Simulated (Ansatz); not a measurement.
SrGe2Au2 in space group I4/mmm (No. 139; Sr on 2a, Ge on 4e, Au on 4d), DFT-PBEsol in the program Ansatz with PAW potentials, all energies at zero smearing, with the estimated change up to a 700 eV cutoff added, with one set of potentials and settings (totals compare only within such a set). Cell of 5 atoms (1 Sr, 2 Ge, 2 Au): -38016.059 eV.

| element | reference phase | E (eV/atom) |
|---|---|---|
| Sr | Fm-3m, 1 atoms in the cell | -3492.2134 |
| Ge | Fd-3m, 2 atoms in the cell | -4253.4978 |
| Au | Fm-3m, 1 atoms in the cell | -13007.0999 |

Formation energy per atom, worked out: (-38016.059 − 1×(-3492.2134) − 2×(-4253.4978) − 2×(-13007.0999))/5 = -0.530 eV/atom (-51 kJ per mol of atoms), at 0 K, without zero-point energy or fitted corrections.

The workflow started from an entry of the Crystallography Open Database (COD). Whether it is the stable phase at ambient conditions was not checked. The PBEsol relaxation kept the symmetry of its start; whether a distortion lowers the energy is not shown. The references are the lowest solids computed at this level, not always the standard phases. Scalar-relativistic: spin–orbit coupling is off unless named, which matters more the heavier the elements.

Potentials: the later of the program's two PAW sets.
